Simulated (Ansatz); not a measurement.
**Collinear states of MnPt**

The calculation used DFT PBEsol, scalar-relativistic, plane waves, PAW in Ansatz 0.2.0.

```
Mn Pt
1.0
     1.77478    1.77478    3.76255
     1.77478    3.76255    1.77478
     3.76255    1.77478    1.77478
Mn Pt
1 1
Direct
  0.00000 0.00000 0.00000
  0.50000 0.50000 0.50000
```

- plane-wave cutoff: 420 eV
- Γ-centred k-mesh: 18×18×18
- occupation rule: Gaussian smearing, 0.1 eV
- list of starting moments (μB, in atom order): 4 0
- check for lower electronic states after the SCF: off

All runs keep this geometry, which isn't relaxed for the lowest state (largest force there 0.000 eV/Å, pressure -3.3 GPa) and needn't be a stable compound; relaxing each order would shift the differences by some 200 meV/atom, going by the pressures and a bulk modulus of about 150 GPa. A propagation vector, in units of the reciprocal vectors, doubles the cell, which takes an equally dense mesh. The large starts are 5 0 μB. The small starts are 0.5 0 μB. Spin–orbit coupling is left out, which for heavy magnetic ions can matter as much as these differences. Site moments are spin moments in atom-centred spheres that scale with the neighbour distance. The states are those that the runs reached from these starts; a lower one can exist.

**Question.** Starts tried: no spin; ferromagnetic; large parallel starting moments; antiferromagnetic, doubled cell, propagation vector (0, 0, 1/2); antiferromagnetic, doubled cell, propagation vector (0, 1/2, 1/2); small parallel starting moments. Which state comes out lowest, and what are the moments?

**Answer.** The lowest state is antiferromagnetic, reached from the start “antiferromagnetic, doubled cell, propagation vector (0, 0, 1/2)”, with site moments (μB) Mn +3.49, Mn -3.49.

```csv
start,ends,energy above lowest (meV/atom),site moments (μB),gap on mesh (eV),P (GPa)
no spin,non-magnetic,407,none over 0.05,metal,-24.8
ferromagnetic,ferromagnetic,125,"Mn +3.53, Pt +0.31",metal,0.0
large parallel starting moments,ferromagnetic,125,"Mn +3.53, Pt +0.31",metal,0.0
"antiferromagnetic, doubled cell, propagation vector (0, 0, 1/2)",antiferromagnetic,0.00,"Mn +3.49, Mn -3.49",metal,-3.3
"antiferromagnetic, doubled cell, propagation vector (0, 1/2, 1/2)",antiferromagnetic,21.5,"Mn +3.48, Pt -0.07, Mn -3.48, Pt +0.07",metal,-3.2
small parallel starting moments,ferromagnetic,125,"Mn +3.53, Pt +0.31",metal,0.0
```

Cost: 6 runs of about 11 core-minutes in all, on Intel Xeon Platinum 8259CL (Skylake/Cascade Lake) (shared hosts).